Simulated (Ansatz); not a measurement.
Mg:
```
CELL_PARAMETERS angstrom
      0.00000     4.12527     4.12527
      4.12527     0.00000     4.12527
      4.12527     4.12527     0.00000
ATOMIC_POSITIONS crystal
  Mg 0.75000 0.75000 0.75000
  Mg 0.50000 0.50000 0.50000
  Mg 0.12500 0.62500 0.12500
  Mg 0.12500 0.12500 0.12500
  Mg 0.62500 0.12500 0.12500
  Mg 0.12500 0.12500 0.62500
```

Relaxed with r²SCAN. Special points in fractions of this cell's reciprocal vectors: Γ (0.000, 0.000, 0.000); X (0.500, 0.000, 0.500); U (0.625, 0.250, 0.625); K (0.375, 0.375, 0.750); L (0.500, 0.500, 0.500); W (0.500, 0.250, 0.750).

List the band energies nearest the Fermi level at these points for r²SCAN in the plane-wave PAW code Ansatz.

In eV from the Fermi level; about four levels below and three above (degenerate sets whole), none deeper than 8.9 eV; points with the same levels are listed once.

| k | below | above |
|---|---|---|
| Γ | -0.13 -0.05 -0.05 -0.05 | 1.60 1.60 2.00 2.00 2.00 |
| X | -2.73 -2.73 -2.68 -2.68 | 3.34 3.34 3.54 3.54 |
| U | -4.43 -2.46 -2.40 -0.31 | 1.61 1.66 2.44 |
| L | -1.07 -1.07 -0.94 -0.94 -0.32 | 2.70 3.08 3.08 |
| W | -4.15 -4.15 -0.35 -0.35 | 0.48 0.48 3.82 3.82 |

Space group Fd-3m. The start of the workflow was typed in or built on a structure type; neither database checked (COD, Materials Project) lists it. It is not the phase usual at ambient conditions (space group No. 194). The cell was relaxed with r²SCAN under the symmetry of its start; whether a distortion lowers the energy is not shown.

Potentials: the later of the program's two PAW sets.
